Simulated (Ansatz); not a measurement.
# What DFT gives for GeCBrO$_{2}$

```
C Br O Ge
1.0
     2.86297    2.82938    0.00000
     2.86297   -2.82938    0.00000
     0.82800    0.00000   -9.04218
C Br O Ge
2 2 4 2
Direct
  0.63300 0.36700 0.50000
  0.36700 0.63300 0.50000
  0.27300 0.27300 0.88110
  0.72700 0.72700 0.11890
  0.78800 0.32800 0.61090
  0.67200 0.21200 0.38910
  0.21200 0.67200 0.38910
  0.32800 0.78800 0.61090
  0.77320 0.77320 0.77700
  0.22680 0.22680 0.22300
```

The numbers come from plane-wave PAW DFT (Ansatz): r2SCAN, no spin polarisation, 500 eV, 6×6×3 Γ-centred k points, fermi-dirac occupations (width 0.1 eV). Nothing was relaxed.

**Electronic structure.** The gap is 2.83 eV, indirect (the least direct gap found is 2.97 eV).
**Band edges.** Within 0.7 eV of the edges, the states project mainly on Br p (46 %) and O p (36 %) below the gap and on Ge p (45 %), C p (24 %) and O p (19 %) above it.
**Forces.** The largest is on O5 (and as large on other atoms): 3.09 eV/Å, components (1.24, 1.39, -2.46). It makes 177° with the line to a nearest neighbour, C1 at 1.22 Å, pointing away from it.
**Charges.** Bader charges in e: Ge +1.26, C +1.84, Br -0.53, O -1.28. In the mean C gives up most and O takes most.

Origin: a known structure type with other elements, at an estimated volume, so it need not be a known compound. Caveats: atoms or cell far from equilibrium.
